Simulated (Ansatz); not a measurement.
GaBi (rock salt, Fm-3m) at seven volumes, plane-wave PAW PBE (Ansatz code), scaled uniformly. One row is withheld.

| V (Å³/atom) | P (GPa) |
|---|---|
| 24.549 | 5.63 |
| 25.358 | 3.42 |
| 26.167 | 1.56 |
| 26.976 | 0.00 |
| 27.786 | -1.31 |
| 28.595 | ? |
| 29.404 | -3.33 |

**Question.** Fit the shown pressures and predict the withheld one.

**Answer.** P = (3/2)B₀(x^(7/2) − x^(5/2))[1 + (3/4)(B′ − 4)(x − 1)] with x = (V₀/V)^(2/3). Least squares on the six rows gives V₀ = 26.977 Å³/atom, B₀ = 47.6 GPa, B′ = 4.82. At V = 28.595, x = 0.9619 and P = -2.41 GPa. The run itself gave -2.41 GPa.

The cell is a constructed one: a structure type filled with these elements; neither database checked (COD, Materials Project) lists it. Whether it is the stable phase at ambient conditions was not checked. Symmetry was held in the PBE relaxation; its stability against distortions is not shown here. Scalar-relativistic: spin–orbit coupling is off unless named, which matters more the heavier the elements.

Potentials: the later of the program's two PAW sets.
